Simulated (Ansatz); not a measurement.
Computed with Ansatz, DFT PBE, scalar-relativistic, plane waves, PAW, and for the lanthanide a 4f-in-core norm-conserving potential. All cells share a 770 eV cutoff and Γ-centred k meshes spaced at most about 0.3 Å⁻¹ (about 0.25 or finer for metals, 2π included). No spin polarisation in the final relaxations.

These are static total energies at zero pressure. All come from trial cells, and lower structures may exist.

Question: Order these relaxed structures of Sr4Er by energy, lowest first, with the energy over the lowest of them.
A.

```cif
data_structure
_symmetry_space_group_name_H-M 'R-3m:H'
_symmetry_Int_Tables_number 166
_cell_length_a 8.9706
_cell_length_b 8.9706
_cell_length_c 12.2065
_cell_angle_alpha 90.000
_cell_angle_beta 90.000
_cell_angle_gamma 120.000
_cell_volume 850.68
loop_
_atom_site_label
_atom_site_type_symbol
_atom_site_symmetry_multiplicity
_atom_site_Wyckoff_symbol
_atom_site_fract_x
_atom_site_fract_y
_atom_site_fract_z
_atom_site_occupancy
Sr1 Sr 9 e 0.16667 0.33333 0.33333 1
Sr2 Sr 3 a 0.00000 0.00000 0.00000 1
Er1 Er 3 b 0.33333 0.66667 0.16667 1
```

B.

```cif
data_structure
_symmetry_space_group_name_H-M 'Pm-3m'
_symmetry_Int_Tables_number 221
_cell_length_a 6.3991
_cell_length_b 6.3991
_cell_length_c 6.3991
_cell_angle_alpha 90.000
_cell_angle_beta 90.000
_cell_angle_gamma 90.000
_cell_volume 262.04
loop_
_atom_site_label
_atom_site_type_symbol
_atom_site_symmetry_multiplicity
_atom_site_Wyckoff_symbol
_atom_site_fract_x
_atom_site_fract_y
_atom_site_fract_z
_atom_site_occupancy
Sr1 Sr 1 b 0.50000 0.50000 0.50000 1
Sr2 Sr 3 c 0.00000 0.50000 0.50000 1
Er1 Er 1 a 0.00000 0.00000 0.00000 1
```

C.

```cif
data_structure
_symmetry_space_group_name_H-M 'P6/mmm'
_symmetry_Int_Tables_number 191
_cell_length_a 8.0111
_cell_length_b 8.0111
_cell_length_c 6.4740
_cell_angle_alpha 90.000
_cell_angle_beta 90.000
_cell_angle_gamma 120.000
_cell_volume 359.82
loop_
_atom_site_label
_atom_site_type_symbol
_atom_site_symmetry_multiplicity
_atom_site_Wyckoff_symbol
_atom_site_fract_x
_atom_site_fract_y
_atom_site_fract_z
_atom_site_occupancy
Sr1 Sr 3 g 0.50000 0.00000 0.50000 1
Sr2 Sr 1 b 0.00000 0.00000 0.50000 1
Er1 Er 1 a 0.00000 0.00000 0.00000 1
```

D.

```cif
data_structure
_symmetry_space_group_name_H-M 'P-43m'
_symmetry_Int_Tables_number 215
_cell_length_a 6.5678
_cell_length_b 6.5678
_cell_length_c 6.5678
_cell_angle_alpha 90.000
_cell_angle_beta 90.000
_cell_angle_gamma 90.000
_cell_volume 283.31
loop_
_atom_site_label
_atom_site_type_symbol
_atom_site_symmetry_multiplicity
_atom_site_Wyckoff_symbol
_atom_site_fract_x
_atom_site_fract_y
_atom_site_fract_z
_atom_site_occupancy
Sr1 Sr 4 e 0.29008 0.29008 0.29008 1
Er1 Er 1 a 0.00000 0.00000 0.00000 1
```

Answer: A (0 meV/atom), D (145 meV/atom), C (338 meV/atom), B (366 meV/atom). Forms: A R-3m; D P-43m; C P6/mmm; B Pm-3m. Counting all near atoms (those within 1.25 times the shortest distance at each site; a plus sign parts nearer from farther groups; a slash parts the counts of unlike sites): A has Sr 2/12+6, Er 6; D has Sr 1+3, Er 4; C has Sr 6/2+6, Er 2; B has Sr 2/6, Er 12+8. Even the lowest lies +0.60 eV/atom against the elements.

Cells relaxed within their symmetry can be saddle points. Some structure types and database cells were kept out of the candidates from the start, so a known form may be missing.

The lanthanide is trivalent by construction, without f bands, f moments or other valences. The reference runs of the other elements, and any phases without the lanthanide, used 420 eV, which shifts energies against them by under 10 meV/atom. The lanthanide's reference is the lowest of its hcp, dhcp and fcc cells.
